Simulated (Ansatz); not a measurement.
K (bcc (W type), space group No. 229) under volume change, DFT-PBE+D3(BJ) in the program Ansatz with PAW potentials, scaled uniformly.

```tsv
V (Å³/atom)	E − E(relaxed) (meV/atom)	P (GPa)
62.540	8.4	0.47
64.602	3.5	0.29
66.664	0.8	0.13
68.726	0.0	0.00
70.787	___	___
72.849	___	___
74.911	6.3	-0.31
```

Question: Some entries are withheld; supply them.

Answer: 
- 72.849, E − E(relaxed) (meV/atom): 2.9
- 72.849, P (GPa): -0.22
- 70.787, E − E(relaxed) (meV/atom): 0.8
- 70.787, P (GPa): -0.12

Question: What does a third-order Birch–Murnaghan fit give for V₀, B₀ and B′?

Answer: V₀ = 68.73 Å³/atom, B₀ = 4.2 GPa, B′ = 3.7.

Space group Im-3m (bcc (W type)). Symmetry was held in the PBE+D3(BJ) relaxation. The pairwise dispersion correction was not fitted to metals.

Potentials: the later of the program's two PAW sets.
